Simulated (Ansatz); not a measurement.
Cu Kα1 powder pattern (kinematic, no thermal factors).
```
2θ (°)  relative intensity
 14.89                   2
 16.67                   6
 21.13                   2
 25.95                 100
 27.03                   2
 30.05                   9
 30.05                  18
 33.70                   1
 34.56                   2
 40.86                   1
 43.02                  37
 43.02                  18
 50.92                  15
 50.93                  31
 53.37                   8
 62.46                   3
 62.47                   6
 68.81                  12
 68.81                   6
 70.86                   3
 70.86                   3
 70.87                   3
 78.85                   6
 78.85                  12
 84.68                   4
 84.69                   4
 84.69                   7
```

The pattern is computed from a structure relaxed with Ansatz 0.2.0, DFT PBE, scalar-relativistic, plane waves, PAW. No spin polarisation. Its elements are Cd, Hg, S.

Give the structure.

Cd₃HgS₄.
Space group I-42m (No. 121). a = 5.942 Å, b = 5.942 Å, c = 11.885 Å, α = 90.00°, β = 90.00°, γ = 90.00°
```csv
atom,site,symmetry,x,y,z
Cd,2b,-42m,0.5000,0.5000,0.0000
Cd,4d,-4..,0.5000,0.0000,0.2500
Hg,2a,-42m,0.0000,0.0000,0.0000
S,8i,..m,0.2479,0.2479,0.3741
```

A pattern alone doesn't exclude other cells with like lines; this is the one computed.

It was reached by relaxing an invented guess, and it needn't be the stable form of this composition.
